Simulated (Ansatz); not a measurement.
ScB2:
```
ScB2
1.0
   -1.32967     1.32967     4.27761
    1.32967    -1.32967     4.27761
    1.32967     1.32967    -4.27761
Sc B
1 2
Cartesian
  0.00000   0.00000   0.00000
  0.00000   0.00000   2.46755
  0.00000   0.00000   6.08767
```

Relaxed with PBEsol. Special points in fractions of this cell's reciprocal vectors: Γ (0.000, 0.000, 0.000); X (0.000, 0.000, 0.500); P (0.250, 0.250, 0.250); N (0.000, 0.500, 0.000); M (0.500, 0.500, -0.500); S (0.274, 0.726, -0.274); S0 (-0.274, 0.274, 0.274); R (-0.048, 0.048, 0.500); G (0.500, 0.500, -0.048).

List the band energies nearest the Fermi level at these points for PBEsol (plane waves, PAW; program Ansatz).

In eV from the Fermi level; about four levels below and three above (degenerate sets whole), none deeper than 8.9 eV; points with the same levels are listed once.

| k | below | above |
|---|---|---|
| Γ | -4.22 -3.23 -0.51 | 0.13 0.13 4.91 |
| X | -4.80 -2.58 -2.05 -0.11 | 2.19 3.34 4.54 |
| P | -5.81 -5.81 -4.72 -3.22 -1.01 | 1.10 1.10 1.11 |
| N | -8.89 -8.27 -3.16 -1.89 | 0.04 2.55 4.25 |
| M | -7.08 -0.60 -0.53 | 0.87 0.87 3.26 |
| S | -7.87 -3.17 -2.19 | 0.16 2.49 4.33 |
| R | -4.72 -2.10 -1.95 -0.04 | 1.82 3.71 3.84 |

Space group I4/mmm (MoSi2 or CaC2 type). The cell is a constructed one: a structure type filled with these elements; neither database checked (COD, Materials Project) lists it. COD files the formula under space group No. 191. Its standing as an ambient phase is unchecked. The PBEsol relaxation kept the symmetry of its start. At this level the phase is dynamically unstable (imaginary phonons). The run is not spin-polarised.

Potentials: the earlier of the program's two PAW sets. The files were generated under PBE; for other functionals the program regenerates the frozen cores, and for LDA and PBEsol the local potential too.
